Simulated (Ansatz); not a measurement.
**From three elastic constants to directional properties of Rb3TeF**

All numbers below come from DFT PBE, scalar-relativistic, plane waves, PAW in Ansatz. Cutoff 420 eV, 6×6×6 k-points (Γ-centred), fixed occupations. No spin polarisation.

The cell is fixed (symmetry leaves no force on the atoms) and stands under 0.0 GPa:
```
Te F Rb
1.0
     5.60000    0.00000    0.00000
     0.00000    5.60000    0.00000
     0.00000    0.00000    5.60000
Te F Rb
1 1 3
Direct
  0.00000 0.00000 0.00000
  0.50000 0.50000 0.50000
  0.50000 0.50000 0.00000
  0.50000 0.00000 0.50000
  0.00000 0.50000 0.50000
```

The cell is the ideal cubic antiperovskite prototype; whether it is the stable structure of this composition wasn't checked.

With ions relaxed, on the cubic axes: C11 = 34.8, C12 = 8.7, C44 = 10.0 GPa. The density is 3.811 g/cm³. Zone-centre modes weren't checked beside this run.

Q: Is the crystal stable against strain, and how anisotropic is it?

A: Born's conditions hold: C11 + 2C12 = 52.1, C11 − C12 = 26.1 and C44 = 10.0 GPa are all positive. B = (C11 + 2C12)/3 = 17.4 GPa. The two shear moduli are C44 and C′ = (C11 − C12)/2 = 13.0 GPa, so Zener's ratio is A = C44/C′ = 0.76: the shear C44 is the soft one, as in NaCl, KCl, the halide perovskites and the bcc metals V, Nb, Cr and Mo. The Cauchy pressure C12 − C44 is -1.3 GPa; it would vanish for pair forces between atoms on inversion centres at zero pressure, and a negative value is usual with directional bonding, though many-body forces give one in some ionic oxides too.

Q: Give the sound speeds along the three symmetry directions.

A: The Christoffel equation gives ρv² for each branch:
| direction | branch | ρv² | GPa | v (m/s) |
| --- | --- | --- | --- | --- |
| [100] | L | C11 | 34.8 | 3020 |
| [100] | T (×2) | C44 | 10.0 | 1617 |
| [110] | L | (C11 + C12 + 2C44)/2 | 31.7 | 2883 |
| [110] | T, u ∥ [001] | C44 | 10.0 | 1617 |
| [110] | T, u ∥ [1-10] | (C11 − C12)/2 | 13.0 | 1850 |
| [111] | L | (C11 + 2C12 + 4C44)/3 | 30.6 | 2835 |
| [111] | T (×2) | (C11 − C12 + C44)/3 | 12.0 | 1776 |

Q: How does Young's modulus depend on direction?

A: Inverting gives S11 = 31.954, S12 = -6.375, S44 = 100.402 TPa⁻¹. Along a unit vector (l, m, n), 1/E = S11 − 2(S11 − S12 − S44/2)(l²m² + m²n² + n²l²), where the last bracket is 0, 1/4 and 1/3 for [100], [110] and [111]: E = 31, 26 and 25 GPa. With A < 1 the cube edge is stiffest. For a film on (001), the biaxial modulus is C11 + C12 − 2C12²/C11 = 39 GPa and the normal strain is −2C12/C11 = -0.50 times the in-plane one.